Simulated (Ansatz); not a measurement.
Suppose K₄BeCl₃ takes space group Im-3m (No. 229), with K on 8c; Be on 2a; Cl on 6b.

Theory: Ansatz, DFT PBE, scalar-relativistic, plane waves, PAW. Cutoff 420 eV, Γ-centred mesh, Gaussian smearing, no spin polarisation.

Energies over the elements count from the elements' standard structures at the same level (Cl₂ as a molecule), with no fitted energy shifts.

Question: Which cell and coordinates does it relax to?

Answer:

Space group Im-3m (No. 229). a = 7.826 Å, b = 7.826 Å, c = 7.826 Å, α = 90.00°, β = 90.00°, γ = 90.00°
```csv
atom,site,symmetry,x,y,z
K,8c,.-3m,0.2500,0.2500,0.2500
Be,2a,m-3m,0.0000,0.0000,0.0000
Cl,6b,4/mm.m,0.5000,0.0000,0.0000
```

Around K lie 2 Be at 3.39 Å, 6 Cl at 3.39 Å and 6 K at 3.91 Å; around Be lie 8 K at 3.39 Å and 6 Cl at 3.91 Å; Cl has 8 K at 3.39 Å, 2 Be at 3.91 Å and 4 Cl at 3.91 Å.

Question: Where does its energy lie, and is it a metal?

Answer: The energy over the elements is −1.00 eV/atom and the gap on the 8×8×8 mesh of the 8-atom cell is 0 eV (a metal). A negative formation energy is needed for stability but isn't enough: competing phases decide.

The last run used Gaussian smearing of 0.10 eV. An odd number of electrons in the primitive cell allows no gap without spin; a larger cell or a magnetic state could open one. Symmetry constrained the relaxation, so the result can be a saddle point.
